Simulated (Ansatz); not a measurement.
Input file of a DFT run on HoC with Ansatz:

```yaml
crystal:
  lattice:
    - [3.0023021883, 0.0, 0.0]
    - [0.0, 3.0023021883, 0.0]
    - [0.0, 0.0, 3.0023021883]
  atoms:
    - { symbol: Ho, position: [0.0, 0.0, 0.0], spin: 3.96 }
    - { symbol: C, position: [0.5, 0.5, 0.5] }
basis:
  ecutwfc: 420
  ecutrho_ratio: 4
kpoints:
  mp_grid: { grid: [10, 10, 10] }
  band_path:
    path:
      - [[0.0, 0.0, 0.0], [0.0, 0.5, 0.0], [0.5, 0.5, 0.0], [0.0, 0.0, 0.0], [0.5, 0.5, 0.5], [0.0, 0.5, 0.0]]
      - [[0.5, 0.5, 0.5], [0.5, 0.5, 0.0]]
    npoints: 14
hamiltonian:
  xc: pbesol
scf:
  occupations: { method: gaussian, width: 0.05 }
  lower_state_search: "off"
  n_extra_bands: 14
output:
  forces: true
  stress: true
  eigenvalues: true
  populations: true
  hubbard: { sites: [{ species: Ho, l: f }] }
  dos: { projected: true, de: 0.02 }
  bader: false
magnetization:
  spin_polarized: true
checkpoint:
  read: start.run
```

Launched as:
```sh
ansatz run input.yaml --threads 4 --pin off --max-ram 4096MiB --backend cpu --events-out ev --progress --plain --runs-dir out
```

The folder start.run holds the converged state of an earlier run on the same cell; the run starts from that state's density and uses only the symmetry operations that the state has.

The start was a prototype's sites filled with these elements, not a measured cell.

Predict the main results.

Pressure 0.0 GPa, gap on the mesh zero (metallic), site spin moments Ho 3.60; C -0.12 μB (PBEsol, scalar-relativistic).

The output:

```
checkpoint.read: the saved state is not known to keep all of this run's symmetry; the run is made under 24 of its 48 symmetry operations, on 76 k-points of its mesh in the place of 56
Ho: projections on atomic orbitals take those of the free atom [Kr 4d10] 4f11 5s2 5p6 5d0 6s2, of charge +0.00 (hamiltonian.pseudopotentials.projection_atoms); the dataset's partial waves leave at most 4.5e-4 of an orbital's norm unspanned inside its sphere
scf.n_extra_bands = 14 over 13 filled bands (N_el = 25.0): the run solves 27 bands
Pseudopotentials: kind: paw
Pseudopotential: Ho, paw, valence charge 21, recommended cutoff 420 eV (normal), Ho.paw.azcp
Pseudopotential: C, paw, valence charge 4, recommended cutoff 420 eV (normal), C.paw.azcp
Crystal: 2 atoms, lattice volume = 27.062 Å³
Basis set: ecut = 420 eV, 515 PW (Γ), exchange–correlation on 48×48×48 points (8 copies of the dense FFT grid, shifted against one another)
Bands: 27, of which v1, the nominal top of the filled ones, is band 13 counted from 1 (12 counted from 0)
Symmetry: 24 space group operations
k-points: 76 of 1000
Initial density: read from a saved state, or passed on in memory by an earlier SCF of this step, an earlier step, the calling program or the single point that the run made first
Starting moments: Σ|m| = 3.96 μB on 1 of 2 sites; this step starts from the density that it was given
Initial wavefunctions: pseudopotential atomic-orbital guess
Functional: x = pbesol(κ = 0.804, μ = 0.12346), c = pbesol(β = 0.046)
iter 1 solved again at ethr=3.54e-8 eV; its pass at ethr=3.10e-3 eV (dr2=8.85e-6 eV) is discarded
```

```
SCF iter   1: F=—  HF=-11453.641112 eV  |F-HF|=—  |Δ(HF+E_count)|=         —  Δρ=1.08e-5 (↑1.29e-6 ↓1.08e-5)  dr2=2.99e-8  dr2_m=7.00e-9  M=3.493 μB ∫|m|=3.756 μB
SCF iter   2: F=—  HF=-11453.641112 eV  |F-HF|=—  |Δ(HF+E_count)|=   4.09e-9  Δρ=5.92e-5 (↑1.10e-5 ↓5.92e-5)  dr2=1.07e-6  dr2_m=1.91e-7  M=3.493 μB ∫|m|=3.757 μB
SCF iter   3: F=-11453.641112 eV  HF=-11453.641112 eV  |F-HF|=4.73e-11  |Δ(HF+E_count)|=   5.55e-8  Δρ=9.75e-7 (↑5.15e-7 ↓9.75e-7)  dr2=9.75e-11  dr2_m=1.28e-10  M=3.493 μB ∫|m|=3.756 μB
```

```
SCF 1 converged in 3 iterations: F = -11453.641112 eV  dr2 = 9.75e-11
NSCF: frozen V_eff on 86 k-points
SCF converged after 3 iterations
Magnetization: 3.4927 μB (14.2464 up, 10.7536 down)
Absolute magnetization: 3.7530 μB (∫|ρ↑−ρ↓|, with the PAW one-centre terms)
Per-site moments (μB) at R_I (Å): [(3.60357, 1.07253), (-0.11629, 1.07253)]
Free energy (F): -11453.641112 eV
E sigma→0 (E₀):  -11453.638272 eV
Entropy (-TS):   -0.005680 eV (-2.840 meV/atom)
Fermi energy:    16.885221 eV
--- Per-component energies (eV) ---
  E_band       = 148.082048
  E_kinetic    = 463.480715
  E_local      = -3348.105426  (includes V_loc(G=0)·N_el)
  E_nonlocal   = 649.123272
  E_hartree    = 1441.261390
  E_xc         = -244.024280
  E_vxc        = -286.208159  (∫ρ·V_xc dr)
  E_paw        = -6983.713609  (= ΣΔE_a)
  E_vpaw       = -212.730609  (= ΣTr[D̂ρ^β])
  E_aug_tail   = 0.000057  (compensation charges beyond the density's cutoff)
  E_ewald      = -3432.569743
  E_core_change = 0.912191  (= ΣΔE_core)
  E_smearing   = -0.005680  (= −TS)
--- Forces (eV/Å), atoms counted from 1 ---
  atom   1  Ho     0.00000000     0.00000000     0.00000000
  atom   2  C      0.00000000     0.00000000     0.00000000
--- Stress (GPa, compression-positive) ---
       -0.003648       0.000000       0.000000
        0.000000      -0.003648       0.000000
        0.000000       0.000000      -0.003648
  P = ⅓ Tr σ = -0.0036 GPa (-0.036 kbar)
--- Löwdin populations: 2 sites ---
  site symbol       q [e]    m [muB]
     0     Ho     20.7788     3.5711
     1      C      4.1859    -0.0921
--- Occupation matrices: 1 shell (Löwdin-built; ε = 2.00e-2, provisional) ---
  Ho0 f_4F up     Tr n = 6.9530  λ = 0.981 0.993 0.993 0.993 0.998 0.998 0.998
  Ho0 f_4F dn     Tr n = 3.4577  λ = 0.046 0.046 0.046 0.687 0.878 0.878 0.878
```

Without a U the open 4f shell is pinned at the Fermi level, an artefact: in the real crystal it splits into occupied and empty levels away from it, and its large orbital moment is missing here. No spin–orbit coupling, a notable omission for heavy elements. The run wasn't fully tested for a lower electronic state. Site moments are of spin, integrated over atomic spheres. Only parallel moments were tried, so the real magnetic order may be another.

The state of the open shells isn't shown to be the lowest, and forces and pressures are less sure for it.
